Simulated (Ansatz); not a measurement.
## How far is PAW off for Nb?

```
Nb
1.0
     0.00000    2.13615    2.11500
     2.13615    0.00000    2.11500
     2.13615    2.13615    0.00000
Nb
1
Direct
  0.00000 0.00000 0.00000
```

The geometry is COD entry 1534903, unchecked; take it as a test cell. The listed cell was then made from it by scaling, straining or moving an atom.

All numbers are computed: DFT, LDA, PAW with Ansatz's default frozen-core files, scalar-relativistic (Ansatz 0.2.0); DFT, LDA, all-electron PAW with datasets made for the crystal, scalar-relativistic (Ansatz 0.2.0); DFT, LDA, all-electron LAPW, scalar-relativistic (Ansatz 0.2.0).

For PAW: a Γ-centred 13×13×13 k mesh, Fermi–Dirac smearing of 0.03 eV, cutoff 420 eV, no spin polarisation; the PAW files were made with PBE, and the program remakes their frozen cores for this functional. The crystal-made all-electron datasets (AE datasets) take a cutoff of 240 eV at this cell. LAPW targets a basis error of 0.5 meV/atom. The Ansatz runs share mesh, smearing and spin set-up. Plane-wave (PAW) pressures include the program's estimate of the Pulay term.

Stress and pressure are positive in compression.

The change that made this cell: equal xx and yy strain of +1 %.

No spin–orbit coupling: at heavy atoms the gradients can be off by tens of per cent for that reason.

In a metal, gradients converge slowly with the k mesh: the values move by tens of per cent from one mesh to another, at times in sign, so only the comparison on one mesh counts.

```json
{"quantity": "pressure (GPa)", "PAW": "-13.12", "AE datasets": "-13.12", "LAPW": "-13.13"}
{"quantity": "stress xx (GPa)", "PAW": "-12.24", "AE datasets": "-12.25", "LAPW": "-12.25"}
{"quantity": "stress zz (GPa)", "PAW": "-14.87", "AE datasets": "-14.88", "LAPW": "-14.88"}
{"quantity": "field gradient Vzz at Nb (10²¹ V/m²)", "PAW": "0.80", "AE datasets": "0.82", "LAPW": "–"}
```
